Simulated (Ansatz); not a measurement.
RuSb2 (space group Pnnm)

```
CELL_PARAMETERS angstrom
      5.95718     0.00000     0.00000
      0.00000     6.66334     0.00000
      0.00000     0.00000     3.17624
ATOMIC_POSITIONS crystal
  Sb 0.18218 0.35735 0.00000
  Sb 0.81782 0.64265 0.00000
  Sb 0.68218 0.14265 0.50000
  Sb 0.31782 0.85735 0.50000
  Ru 0.00000 0.00000 0.00000
  Ru 0.50000 0.50000 0.50000
```

The slice is a (100) plane (indices of the conventional cell) through the point (0.682, 0.143, 0.500) (fractional), spanned by u = [001] and v = [010] in vectors of this cell: u (3.18 Å) and v (6.66 Å, at 90° to u). It covers one period; positions are fractions (u, v).

These are PBEsol (plane waves to 420 eV, PAW, scalar-relativistic; Ansatz, a program for electronic structure) values and carry that method's errors. k mesh 8×7×15. Inside the PAW spheres the values are not all-electron values, and peaks at nuclei hang on which shells count as valence. At this level the bands of RuSb2 touch or barely overlap; measurements give the solid a gap. RuSb2 is run without spin polarisation. RuSb2 was relaxed with its symmetry unable to fall. Spin-orbit coupling is left out, though Sb is heavy.

Q: Predict the map of the valence electron density on the slice.

A: 
```
v \ u  0.00  0.09  0.18  0.27  0.36  0.45  0.55  0.64  0.73  0.82  0.91
-----  ----  ----  ----  ----  ----  ----  ----  ----  ----  ----  ----
0.92    0.6   0.4   0.0  -0.3  -0.6  -0.7  -0.7  -0.6  -0.3   0.0   0.4
0.83   -0.4  -0.5  -0.6  -0.7  -0.8  -0.9  -0.9  -0.8  -0.7  -0.6  -0.5
0.75   -1.0  -1.0  -1.0  -1.0  -1.0  -1.0  -1.0  -1.0  -1.0  -1.0  -1.0
0.67   -1.2  -1.1  -1.0  -0.9  -0.8  -0.8  -0.8  -0.8  -0.9  -1.0  -1.1
0.58   -0.9  -0.8  -0.7  -0.6  -0.4  -0.3  -0.3  -0.4  -0.6  -0.7  -0.8
0.50   -0.6  -0.5  -0.5  -0.3  -0.1   0.0   0.0  -0.1  -0.3  -0.5  -0.5
0.42   -0.4  -0.4  -0.4  -0.3  -0.3  -0.2  -0.2  -0.3  -0.3  -0.4  -0.4
0.33   -0.3  -0.4  -0.5  -0.5  -0.6  -0.6  -0.6  -0.6  -0.5  -0.5  -0.4
0.25   -0.5  -0.5  -0.6  -0.8  -0.9  -1.0  -1.0  -0.9  -0.8  -0.6  -0.5
0.17   -0.3  -0.4  -0.5  -0.7  -0.9  -1.0  -1.0  -0.9  -0.7  -0.5  -0.4
0.08    0.6   0.4   0.0  -0.3  -0.6  -0.8  -0.8  -0.6  -0.3   0.0   0.4
0.00    1.4   1.1   0.6  -0.1  -0.5  -0.6  -0.6  -0.5  -0.1   0.6   1.1
```

Values: log₁₀ of the valence density in e/Å³. The scale is logarithmic, as a density can span decades between atoms and voids.
